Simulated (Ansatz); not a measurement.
ZnSO4:
```
ZnSO4
1.0
    0.00000     3.89613     3.89613
    3.89613     0.00000     3.89613
    3.89613     3.89613     0.00000
Zn S O
1 1 4
Cartesian
  5.84420   5.84420   5.84420
  0.00000   0.00000   0.00000
  4.74598   6.94242   4.74598
  6.94242   4.74598   4.74598
  6.94242   6.94242   6.94242
  4.74598   4.74598   6.94242
```

Relaxed with PBEsol. Special points in fractions of this cell's reciprocal vectors: Γ (0.000, 0.000, 0.000); X (0.500, 0.000, 0.500); U (0.625, 0.250, 0.625); K (0.375, 0.375, 0.750); L (0.500, 0.500, 0.500); W (0.500, 0.250, 0.750).

Problem. List the band energies nearest the valence-band maximum at these points for DFT-PBEsol in the program Ansatz with PAW potentials.

Solution. In eV from the valence-band maximum; about four levels below and three above (degenerate sets whole), none deeper than 8.9 eV; points with the same levels are listed once.

```csv
k,below,above
Γ,-1.35 -1.35 -1.35 0.00 0.00 0.00,4.51 7.36 8.10 8.10 8.10
X,-2.36 -0.12 -0.12 -0.05,7.02 7.74 9.17
U,-2.05 -0.21 -0.13 -0.04,6.91 8.17 8.69
L,-1.67 -1.67 -0.12 -0.12 0.00,5.94 7.80 8.88
W,-1.89 -0.24 -0.14 -0.04,7.06 8.44 8.59
```

Space group F-43m. The workflow started from a Materials Project entry (that database holds measured and hypothetical structures alike); the Crystallography Open Database files this formula in space group No. 216, but the cells were not matched. Whether it is the stable phase at ambient conditions was not checked. The PBEsol relaxation kept the symmetry of its start; its stability against distortions is not shown here.

Potentials: the later of the program's two PAW sets.
